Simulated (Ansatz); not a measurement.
FeS2:
```xyz
6
Lattice="4.4388 0.0000 0.0000 0.0000 5.4095 0.0000 0.0000 0.0000 3.3896" Properties=species:S:1:pos:R:3 pbc="T T T"
Fe     0.0000     0.0000     0.0000
Fe     2.2194     2.7048     1.6948
S      0.9155     2.0295     0.0000
S      3.5232     3.3801     0.0000
S      3.1349     0.6753     1.6948
S      1.3038     4.7342     1.6948
```

Tensor components refer to the Cartesian frame of this cell.

### Question
Give the high-frequency dielectric tensor and the Born effective charge tensors of the independent atoms from DFPT, DFT-PBE in the program Ansatz with PAW potentials.

### Answer

ε∞:
```
21.7  0.00  0.00
0.00  20.3  0.00
0.00  0.00  18.6
```
Z* of atom 1 (Fe), rows: field, columns: displacement, in e:
```
-4.67  -0.61   0.00
-0.67  -5.21   0.00
 0.00   0.00  -3.75
```
Z* of atom 3 (S), rows: field, columns: displacement, in e:
```
 2.34  -0.30   0.00
-0.35   2.60   0.00
 0.00   0.00   1.88
```

Static charges for comparison (Bader): Fe1 +0.72, S3 -0.36 e. Born charges measure polarisation by displacement and can exceed these by far.

Space group Pnnm. The PBE relaxation kept the symmetry of its start. The workflow began spin-polarised and lost its moments.

Potentials: the later of the program's two PAW sets.
